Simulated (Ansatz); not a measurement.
KB3H3 — electric field gradients

The cell is a COD entry, its atoms then relaxed with PBE in this cell.

Space group Fm-3m (No. 225); a = 8.8390 Å.

| site | Wyckoff | site symmetry | x | y | z |
| --- | --- | --- | --- | --- | --- |
| K | 8c | -43m | 0.2500 | 0.2500 | 0.2500 |
| B | 24e | 4m.m | 0.1382 | 0.5000 | 0.5000 |
| H | 24e | 4m.m | 0.2748 | 0.5000 | 0.5000 |

One atom of each set is listed; the run and its k-mesh use a cell of 14 atoms with edges of 6.25, 6.25, 6.25 Å.

All values are calculated (Ansatz; DFT, PBE, plane waves and PAW, scalar-relativistic, 420 eV cutoff, Γ-centred 7×7×7 k-points, Fermi–Dirac smearing 0.05 eV), not measured.

Conventions: |V_zz| ≥ |V_yy| ≥ |V_xx|, η = (V_xx − V_yy)/V_zz, C_Q = eQV_zz/h.

⁴¹K: I = 3/2, Q = 73.40 mb; ¹¹B: I = 3/2, Q = 40.59 mb; H-2: I = 1, Q = 2.858 mb. Q values from Pyykkö, Mol. Phys. 116, 1328 (2018).

| site | atoms | first shell | V_zz (10²¹ V/m²) | η | C_Q (MHz) |
| --- | --- | --- | --- | --- | --- |
| K | 2 | 12 H at 3.13 Å | 0.00 | – | 0 |
| B | 6 | 1 H at 1.21 Å, 4 B at 1.73 Å; also 4 K at 3.28 Å | -0.56 | 0.00 | -0.553 |
| H | 6 | 1 B at 1.21 Å | 1.90 | 0.00 | 0.131 |

An axis of threefold or higher order runs through B and H, so V_zz lies along it and η is zero. K sits on a cubic site, where every gradient vanishes.

The entry's hydrogen positions were far off; the other atoms hardly move on relaxation.
